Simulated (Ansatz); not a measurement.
# Al4HCl: start and end of a relaxation

Recipe of this trial structure of Al4HCl: ordered mixture on the anion sites of antifluorite (P4/mmm, No. 123) (occupants of the shared sites, in ratio, Cl: 1, H: 1). Its size is a rough estimate.

start.cif

```cif
data_structure
_symmetry_space_group_name_H-M 'P4/mmm'
_symmetry_Int_Tables_number 123
_cell_length_a 3.8556
_cell_length_b 3.8556
_cell_length_c 5.4526
_cell_angle_alpha 90.000
_cell_angle_beta 90.000
_cell_angle_gamma 90.000
_cell_volume 81.06
loop_
_atom_site_label
_atom_site_type_symbol
_atom_site_symmetry_multiplicity
_atom_site_Wyckoff_symbol
_atom_site_fract_x
_atom_site_fract_y
_atom_site_fract_z
_atom_site_occupancy
Al1 Al 4 i 0.50000 0.00000 0.25000 1
H1 H 1 d 0.50000 0.50000 0.50000 1
Cl1 Cl 1 a 0.00000 0.00000 0.00000 1
```

Level of theory: DFT PBE, scalar-relativistic, plane waves, PAW (Ansatz 0.2.0). Cutoff 420 eV, Gaussian smearing, Γ-centred meshes. Cell and atoms relax first on a coarse mesh and then on a finer one. In between, the cell is made exact in the group found at 0.06 Å. In metals the finer mesh still leaves noise of several meV/atom or more. The steps can't lower the symmetry of their start. No spin polarisation.

end.cif

```cif
data_structure
_symmetry_space_group_name_H-M 'P4/mmm'
_symmetry_Int_Tables_number 123
_cell_length_a 3.7575
_cell_length_b 3.7575
_cell_length_c 8.0140
_cell_angle_alpha 90.000
_cell_angle_beta 90.000
_cell_angle_gamma 90.000
_cell_volume 113.15
loop_
_atom_site_label
_atom_site_type_symbol
_atom_site_symmetry_multiplicity
_atom_site_Wyckoff_symbol
_atom_site_fract_x
_atom_site_fract_y
_atom_site_fract_z
_atom_site_occupancy
Al1 Al 4 i 0.50000 0.00000 0.31162 1
H1 H 1 d 0.50000 0.50000 0.50000 1
Cl1 Cl 1 a 0.00000 0.00000 0.00000 1
```

The symmetry stays P4/mmm (No. 123). The volume per atom grows by 39.6 %, from 13.5 to 18.9 Å³. The shortest distance goes from 2.36 Å (Al–Cl and Al–H) to 2.41 Å (Al–H). The ratio c/a of the conventional cell changes by a factor of 1.51. The energy falls by about 0.87 eV/atom (the start's value is from the coarse mesh).

```json
{"Volume per atom": "18.9 Å³", "Density": "2.1 g/cm³", "Energy over the elements": "+0.27 eV/atom", "Gap on the 10×10×6 mesh of the 6-atom cell": "0 eV (a metal)"}
```

Formation energies are uncorrected and refer to the elements' standard structures at the same level (Cl₂, H₂ as molecules). The separate elements lie lower, so it is unstable against them.

The last run used Gaussian smearing of 0.10 eV. No dispersion correction is applied, so the spacing and binding between layers, chains or molecules are poorly described. With hydrogen, zero-point motion can shift formation energies by some tens of meV/atom. A structure relaxed within its symmetry needn't be a true minimum. In all, the 4 runs took 120 s on 1 thread of Intel(R) Xeon(R) Platinum 8259CL CPU @ 2.50GHz (Skylake/Cascade Lake), with other jobs on the host.
